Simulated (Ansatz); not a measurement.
ScCu:
```cif
data_CuSc
_chemical_formula_sum 'Sc1 Cu1'
_space_group_name_H-M_alt 'P 1'
_space_group_IT_number 1
_cell_length_a 3.23736
_cell_length_b 3.23736
_cell_length_c 3.23736
_cell_angle_alpha 90.000
_cell_angle_beta 90.000
_cell_angle_gamma 90.000
loop_
_space_group_symop_operation_xyz
  'x, y, z'
loop_
_atom_site_label
_atom_site_type_symbol
_atom_site_fract_x
_atom_site_fract_y
_atom_site_fract_z
_atom_site_occupancy
Sc1 Sc 0.50000 0.50000 0.50000 1
Cu1 Cu 0.00000 0.00000 0.00000 1
```

This is the r²SCAN-relaxed structure.

Problem. All from r²SCAN in the plane-wave PAW code Ansatz, unless another level is named. Predict the density of states at the Fermi level.

Solution. 0.62 states/eV per atom (mean over ±0.08 eV).

Problem. Give the formation energy from the elements (no fitted shifts).

Solution. -0.29 eV/atom.

Space group Pm-3m (CsCl type). The workflow started from a Materials Project entry (that database holds measured and hypothetical structures alike); the Crystallography Open Database files this formula in space group No. 221, but the cells were not matched. Its standing as an ambient phase is unchecked. The r²SCAN relaxation kept the symmetry of its start; its stability against distortions is not shown here. No spin polarisation was allowed. The references are the lowest solids computed at this level, not always the standard phases.

Potentials: the later of the program's two PAW sets.
